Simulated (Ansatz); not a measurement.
**HfO2: energy along a strain**

HfO2, Fm-3m, a = 5.058 Å. This isn't the usual stable structure of the compound. Ansatz: r2SCAN, PAW, 500 eV, Γ-centred 8×8×8 mesh on 3 atoms, Gaussian smearing 0.05 eV; no spin polarisation. Cell vectors (Å): 0.000 2.529 2.529; 2.529 0.000 2.529; 2.529 2.529 0.000. The cell is strained by x per cent times the pattern (1 0 0 0 0 0) in the order xx yy zz yz xz xy (engineering shears), with fractional coordinates held. y is the free energy over the start, V0 = 10.785 Å³/atom.

| x (%) | y (meV/atom) |
| --- | --- |
| -6.00 | ? |
| -4.50 | 43.73 |
| -3.00 | 19.00 |
| -1.50 | 4.65 |
| 0.00 | 0.00 |
| 1.50 | 4.41 |
| 3.00 | 17.36 |
| 4.50 | 38.30 |
| 5.25 | 51.62 |
| 6.00 | 66.78 |

Fit y = c2 x² + c3 x³ to the other rows, get the stiffness along the pattern, and predict the missing energy.

Least squares on the rows shown. y = 2.0267 x² − 0.029048 x³. The clamped-ion stiffness p·C·p = 2 × 20.27 eV × 160.2 / 10.785 Å³ = 602 GPa, which is C11 in these axes. At x = -6.00 the fit asked for gives 79.24 meV/atom. The run gave 79.56 meV/atom, so the fit is 0.32 meV/atom too low, 0.4 % of the span of the series, against an rms of 0.06 meV/atom on the fitted rows. The row lies outside the fitted range. With a term in x⁴ added, a fit to the same known rows predicts 79.67 meV/atom, so most of the miss is curvature that the known rows already hold.

Spin–orbit coupling is left out, which can shift energies with elements as heavy as these.